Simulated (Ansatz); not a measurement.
**Strain and the gap of NaCaI3 (cubic perovskite)**

NaCaI3, cubic perovskite, relaxed with r2SCAN in Ansatz. It is cubic, Pm-3m (No. 221); a = 6.126 Å in the conventional setting, 45.98 Å³ an atom. Na is surrounded by 12 I at 4.33 Å; Ca is surrounded by 6 I at 3.06 Å; I is surrounded by 2 Ca at 3.06 Å and 4 Na at 4.33 Å.

The axes x, y and z are those of this cell:
```xyz
5
Lattice="6.1259 0.0000 0.0000 0.0000 6.1259 0.0000 0.0000 0.0000 6.1259" Properties=species:S:1:pos:R:3 pbc="T T T"
Na    0.0000    0.0000    0.0000
Ca    3.0629    3.0629    3.0629
I     3.0629    3.0629    0.0000
I     3.0629    0.0000    3.0629
I     0.0000    3.0629    3.0629
```

Unstrained: The PBE gap is indirect, 2.402 eV (R to Γ), below the direct gap of 2.749 eV at Γ. r2SCAN gives an indirect gap of 3.075 eV, from R to Γ; the least direct gap is 3.438 eV at Γ. With HSE06 the valence top lies at R and the conduction bottom at Γ, 3.340 eV higher; the smallest vertical gap, at R, is 3.711 eV. Meshes: PBE 4×4×4, r2SCAN 4×4×4, HSE06 2×2×2. Strains are changes of length per length. After each strain the atoms were relaxed again with r2SCAN within the symmetry that the strain leaves, so tilts or polar shifts that break it weren't tested; points keep the names that they have in the unstrained zone. Spin-unpolarised throughout. Whether this structure exists isn't addressed.

Changes of the least gap in eV (an overlap counts as a negative gap):
```
                                                      strain  volume change (%)  space group     PBE  r2SCAN   HSE06  energy rise, r2SCAN (meV/atom)
                            isotropic +0.5 % on every length               +1.5        Pm-3m  +0.004  +0.008  +0.005                             0.5
                            isotropic -1.0 % on every length               -3.0        Pm-3m  -0.009  -0.017  -0.013                             2.2
epitaxial +3.0 % in the xy plane, free normal strain -1.01 %               +5.0       P4/mmm  -0.011  +0.003  -0.007                             9.4
                                     uniaxial +1.0 % along x               +1.0       P4/mmm  -0.012  -0.009  -0.012                             0.5
```

Isotropic +0.5 % on every length. HSE06: the gap goes from 3.340 to 3.345 eV (+0.005 eV). Stress change with r2SCAN, compression positive: xx -0.24, yy -0.24, zz -0.24 GPa. For HSE06, dE_g/d ln V = 0.3 eV over this step.

Isotropic -1.0 % on every length. HSE06: the gap goes from 3.340 to 3.327 eV (-0.013 eV). Stress change with r2SCAN, compression positive: xx +0.54, yy +0.54, zz +0.54 GPa. For HSE06, dE_g/d ln V = 0.4 eV over this step.

Epitaxial +3.0 % in the xy plane, free normal strain -1.01 %. HSE06: the gap goes from 3.340 to 3.333 eV (-0.007 eV). Stress change with r2SCAN, compression positive: xx -1.02, yy -1.02, zz 0.00 GPa.

Uniaxial +1.0 % along x, other directions held. HSE06: the gap goes from 3.340 to 3.328 eV (-0.012 eV). Stress change with r2SCAN, compression positive: xx -0.34, yy -0.07, zz -0.07 GPa.

No spin-orbit coupling is included; it can move band edges with weight on the heavy atoms by tenths of an eV.

The meshes of the hybrids are coarse, so their gaps aren't converged to the digits shown.
